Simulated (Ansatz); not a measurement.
ZnO:
```cif
data_O2Zn2
_chemical_formula_sum 'Zn2 O2'
_space_group_name_H-M_alt 'P 1'
_space_group_IT_number 1
_cell_length_a 3.27935
_cell_length_b 3.27935
_cell_length_c 5.29369
_cell_angle_alpha 90.000
_cell_angle_beta 90.000
_cell_angle_gamma 120.000
loop_
_space_group_symop_operation_xyz
  'x, y, z'
loop_
_atom_site_label
_atom_site_type_symbol
_atom_site_fract_x
_atom_site_fract_y
_atom_site_fract_z
_atom_site_occupancy
Zn1 Zn 0.66667 0.33333 0.00213 1
Zn2 Zn 0.33333 0.66667 0.50213 1
O1 O 0.66667 0.33333 0.62307 1
O2 O 0.33333 0.66667 0.12307 1
```

Relaxed with PBE.

**Question.** Which orbitals make up the states near the band edges in PBE (plane waves, PAW; program Ansatz)?

**Answer.** Top 1 eV of the valence band: O 2p 75 %, Zn 3d 23 %. Bottom 1 eV of the conduction band: Zn 4s 55 %, O 2p 21 %, O 2s 20 %. Projections are on Löwdin-orthogonalised atomic valence shells; empty p or d shells of many metals are not among them.

**Question.** Tabulate the density of states.

**Answer.** States/eV per cell of 4 atoms, in 0.25 eV bins, energy from the valence-band maximum.

```
E (eV)  total  Zn 3d  O 2p  Zn 4s
------  -----  -----  ----  -----
-6.10    0.00   0.00  0.00   0.00
-5.85    6.56   3.51  2.39   0.61
-5.60    8.71   5.14  2.99   0.54
-5.35   13.78   9.95  3.58   0.21
-5.10   11.90   8.45  3.20   0.18
-4.85    6.80   5.03  1.57   0.17
-4.60    3.05   2.97  0.06   0.02
-4.35   21.28  21.08  0.12   0.04
-4.10    7.99   7.44  0.30   0.11
-3.85    1.82   1.11  0.52   0.15
-3.60    4.05   2.32  1.28   0.37
-3.35    3.38   1.72  1.25   0.27
-3.10    2.34   1.12  0.94   0.16
-2.85    1.90   0.80  0.87   0.12
-2.60    2.17   0.79  1.15   0.12
-2.35    2.62   0.85  1.52   0.11
-2.10    3.32   0.94  2.13   0.10
-1.85    3.31   0.86  2.22   0.08
-1.60    3.37   0.83  2.34   0.06
-1.35    4.23   1.00  3.03   0.05
-1.10    5.86   1.34  4.32   0.04
-0.85    4.43   1.01  3.30   0.02
-0.60    2.78   0.63  2.08   0.01
-0.35    1.72   0.39  1.30   0.00
-0.10    0.62   0.14  0.47   0.00
0.15     0.00   0.00  0.00   0.00
0.40     0.00   0.00  0.00   0.00
0.65     0.00   0.00  0.00   0.00
0.90     0.00   0.00  0.00   0.00
1.15     0.02   0.00  0.00   0.01
1.40     0.04   0.00  0.01   0.02
1.65     0.06   0.00  0.01   0.03
1.90     0.09   0.00  0.02   0.05
2.15     0.12   0.00  0.03   0.06
2.40     0.15   0.00  0.04   0.08
2.65     0.18   0.00  0.05   0.10
2.90     0.22   0.00  0.06   0.12
3.15     0.27   0.00  0.07   0.15
3.40     0.31   0.00  0.08   0.18
3.65     0.36   0.00  0.09   0.21
3.90     0.42   0.00  0.10   0.25
4.15     0.48   0.00  0.11   0.28
4.40     0.56   0.00  0.12   0.33
4.65     0.64   0.00  0.13   0.38
4.90     0.76   0.00  0.14   0.44
5.15     0.93   0.00  0.16   0.52
5.40     1.21   0.00  0.18   0.64
```

Space group P6_3mc (wurtzite). The cell was relaxed with PBE under the symmetry of its start.

Potentials: the later of the program's two PAW sets.
